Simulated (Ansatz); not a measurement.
## Na$_{2}$PbI: relaxation (Ansatz)

Launch command:

```bash
ansatz run input.yaml --threads 2 --pin off --max-ram 3584MiB --backend cpu --events-out ev --progress --plain --runs-dir out
```

Input:

```yaml
crystal:
  lattice:
    - [7.268778, 0.0, 0.0]
    - [0.0, 4.457687, 0.0]
    - [4.0e-05, 0.0, 7.515716]
  atoms:
    - { symbol: Na, position: [0.53302, 0.0, 0.74363] }
    - { symbol: Na, position: [0.99824, 0.5, 0.75634] }
    - { symbol: Na, position: [0.53302, 0.0, 0.25638] }
    - { symbol: Na, position: [0.99824, 0.5, 0.24366] }
    - { symbol: I, position: [0.17386, 0.0, 0.5] }
    - { symbol: I, position: [0.357, 0.5, 0.0] }
    - { symbol: Pb, position: [0.68091, 0.5, 0.5] }
    - { symbol: Pb, position: [0.85072, 0.0, 0.0] }
  symmetry: { tolerance: 0.0003 }
kpoints:
  mp_grid: { grid: [5, 7, 4], shift: [0, 0, 0] }
magnetization:
  spin_polarized: false
scf:
  occupations: { method: gaussian, width: 0.0914 }
  lower_state_search: "off"
hamiltonian:
  pseudopotentials: { kind: paw }
  xc: pbe
basis:
  ecutwfc: 420
  fft_grid_basis: typed
relax:
  max_steps: 80
  cell: { p_target: 0.0 }
output:
  forces: true
  stress: true
  eigenvalues: true
  bader: false
  populations: true
  elf: true
  write_potential: true
  volumetric_format: npy
  dos:
    e_range: [-12, 8]
    de: 0.05
    projected: { site_lists: { I: [I], Na: [Na], Pb: [Pb] } }
  write_density: true
checkpoint:
  read: saved_state
```

Origin of the cell: a known structure type with other elements, at an estimated volume, so it need not be a known compound.

The saved state is a converged single point of the same cell.

Steps («new basis» is an SCF on plane waves selected anew at the same cell):

```csv
step,ΔF (meV/atom),max force component (eV/Å),P (GPa),volume (Å³),SCF iterations,step was
1,0.0,0.647,2.99,243.52,7,accepted
2,-82.9,0.259,1.08,262.61,10,accepted
3,-122.1,0.112,0.40,272.14,9,accepted
4,-149.3,0.174,0.04,275.85,8,accepted
5,-175.5,0.101,-0.27,275.45,8,accepted
6,-190.7,0.043,-0.33,266.35,7,accepted
7,-192.2,0.031,-0.19,263.52,7,accepted
8,-194.4,0.058,-0.01,258.50,6,accepted
9,-194.8,0.023,0.10,257.37,7,accepted
10,-195.0,0.007,-0.07,259.11,7,accepted
11,-195.1,0.002,0.01,258.62,5,accepted
12,-212.9,0.003,0.86,258.62,10,new basis
13,-224.2,0.057,0.60,260.06,7,accepted
14,-230.2,0.037,0.14,265.00,7,accepted
15,-230.5,0.021,0.00,266.73,7,accepted
16,-230.5,0.004,0.01,266.82,6,accepted
17,-230.6,0.004,0.01,266.82,9,new basis
```

The starting structure.

Space group Pmmn (No. 59); the run's cell has a = 7.269 Å, b = 4.458 Å, c = 7.516 Å, α = 90.00°, β = 90.00°, γ = 90.00°. Shortest distances: Na–Pb 3.01 Å, I–Na 3.19 Å.

After:

Space group Pmmn (No. 59); the run's cell has a = 9.799 Å, b = 3.976 Å, c = 6.848 Å, α = 90.00°, β = 90.00°, γ = 90.00°. Shortest distances: I–Na 3.10 Å, Na–Na 3.36 Å, Na–Pb 3.46 Å.

```yaml
crystal:
  lattice:
    - [9.79931, 0.00000, -0.00003]
    - [0.00000, 3.97617, 0.00000]
    - [0.00002, 0.00000, 6.84794]
  atoms:
    - { symbol: Na, position: [0.49023, 0.00000, 0.74548] }
    - { symbol: Na, position: [0.04102, 0.50000, 0.75452] }
    - { symbol: Na, position: [0.49023, 0.00000, 0.25452] }
    - { symbol: Na, position: [0.04102, 0.50000, 0.24548] }
    - { symbol: I, position: [0.20571, 0.00000, 0.50000] }
    - { symbol: I, position: [0.32554, 0.50000, 0.00000] }
    - { symbol: Pb, position: [0.73591, 0.50000, 0.50000] }
    - { symbol: Pb, position: [0.79535, 0.00000, 0.00000] }
```

```
Free energy lowered by                                                                 : 230.6 meV/atom
Volume change                                                                          : 9.57 %
Final pressure                                                                         : 0.01 GPa
Relaxation steps listed                                                                : 17
Formation energy (elements under the same functional, gases as molecules, uncorrected) : -0.514 eV/atom
```

Caveats: no spin-orbit coupling, though heavy elements are present; the relaxation held the start's symmetry, so the end may be a saddle point.

The run took 6.3 min on 2 threads of Arm Neoverse V2, with other jobs on the host, peak memory 0.79 GiB, from a saved density.
